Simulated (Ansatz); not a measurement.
Task: Name crystals whose computed values (PBEsol in the plane-wave PAW code Ansatz) fall in these windows: G_Hill (GPa) 140 to 210; Θ_D (K) 730 to 1000.

Result: 

```
crystal                                         G_Hill (GPa)  Θ_D (K)
----------------------------------------------  ------------  -------
AlV4C3, P6_3/mmc (Pearson symbol hP16)                   178      869
AlCr2C, P6_3/mmc (Al on 2d, Cr on 4f, C on 2a)           143      760
TiB, Pnma (Ti on 4c, B on 4c)                            199      977
VSi2, P6_222 (V on 3d, Si on 6j)                         158      815
YB2, P6/mmm (Y on 1a, B on 2d)                           160      797
```
Others may fit too.

Standing as an ambient phase not checked: AlV4C3, P6_3/mmc (Pearson symbol hP16); TiB, Pnma (Ti on 4c, B on 4c); YB2, P6/mmm (Y on 1a, B on 2d). All cells were relaxed under the symmetry of their starts (and spin orders); stability against distortions was not tested throughout. Rows with no word on spin ran without spin polarisation. Spin–orbit coupling is left out wherever it is not named.

Potentials: the later of the program's two PAW sets.
